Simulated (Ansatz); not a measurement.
H4IN:
```
H4IN
1.0
   -2.62225     3.60829     2.49585
    2.62225    -3.60829     2.49585
    2.62225     3.60829    -2.49585
H I N
4 1 1
Direct
  0.87045   0.03025   0.15980
  0.87045   0.71065   0.84020
  0.22374   0.10670   0.11704
  0.98966   0.10670   0.88296
  0.50525   0.00525   0.50000
  0.99145   0.99145   0.00000
```

Relaxed with r²SCAN+D4.

Task: Give the optical modes at the zone centre with their infrared activity from DFPT, DFT-r²SCAN+D4 in the program Ansatz with PAW potentials.

Result: Transverse frequencies, without the LO–TO term; a row sums one degenerate level.

```tsv
ω (cm⁻¹)	degeneracy	IR ((D/Å)²/amu)	activity	symmetry
90i	1	3.77	IR	B2
151	1	2.01	IR	A1
154	1	0.98	IR	B2
156	1	2.36	IR	B1
257	1	0.00	IR-inactive	A2
259	1	0.40	IR	B1
1411	1	2.91	IR	B1
1413	1	5.26	IR	A1
1468	1	6.05	IR	B2
1679	1	0.08	IR	A1
1707	1	0.00	IR-inactive	A2
3170	1	27.23	IR	A1
3184	1	42.31	IR	B1
3383	1	4.15	IR	A1
3438	1	20.23	IR	B2
```

Task: How high does the top mode go among those that the LO–TO term moves?

Result: 3236 cm⁻¹ for q along x, 3461 cm⁻¹ for q along y, 3388 cm⁻¹ for q along z.

Space group Imm2. The workflow started from a Materials Project entry (that database holds measured and hypothetical structures alike); the Crystallography Open Database copy checked does not list it. Whether it is the stable phase at ambient conditions was not checked. The cell was relaxed with r²SCAN+D4 under the symmetry of its start. At this level the phase is dynamically unstable (imaginary phonons). Spin–orbit coupling is left out wherever it is not named.

Potentials: the later of the program's two PAW sets.
